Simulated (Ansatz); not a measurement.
InAs:
```
CELL_PARAMETERS angstrom
      0.00000     3.05380     3.05380
      3.05380     0.00000     3.05380
      3.05380     3.05380     0.00000
ATOMIC_POSITIONS crystal
  In 0.00000 0.00000 0.00000
  As 0.25000 0.25000 0.25000
```

Relaxed with r²SCAN.

Problem. Give the Bader charges and basin volumes of the independent atoms, DFT-r²SCAN in the program Ansatz with PAW potentials.

Solution. 

```json
[
 {"atom": "In1", "Bader charge (e)": "+0.84", "Bader volume (Å³)": "23.7"},
 {"atom": "As2", "Bader charge (e)": "-0.84", "Bader volume (Å³)": "33.3"}
]
```

Space group F-43m (zinc blende). The cell was relaxed with r²SCAN under the symmetry of its start.

Potentials: the earlier of the program's two PAW sets.
